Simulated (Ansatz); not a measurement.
## Be (bcc): energy against volume

These are results of Ansatz 0.2.0, DFT, r2SCAN, plane waves (500 eV) with PAW, scalar-relativistic, not measurements. The PAW files were generated under PBE, with cores re-solved for the functional.

The cell is scaled uniformly from the relaxed one, with fractional coordinates and shape fixed. Energies are extrapolated to zero smearing, pressures are those at the given smearing. Magnetic state: spin not included.

A Birch-Murnaghan fit gives V₀ = 7.81 Å³/atom, B₀ = 125 GPa, B₀′ = 3.4.

Q: What are the energy above the minimum and the pressure at 6.889 Å³/atom?

A: 51.3 meV/atom and 19.54 GPa as computed.

Q: What are the energy above the minimum and the pressure at 7.515 Å³/atom?

A: 4.7 meV/atom and 5.30 GPa as computed.

Q: What are the energy above the minimum and the pressure at 8.768 Å³/atom?

A: 38.4 meV/atom and -11.60 GPa as computed.
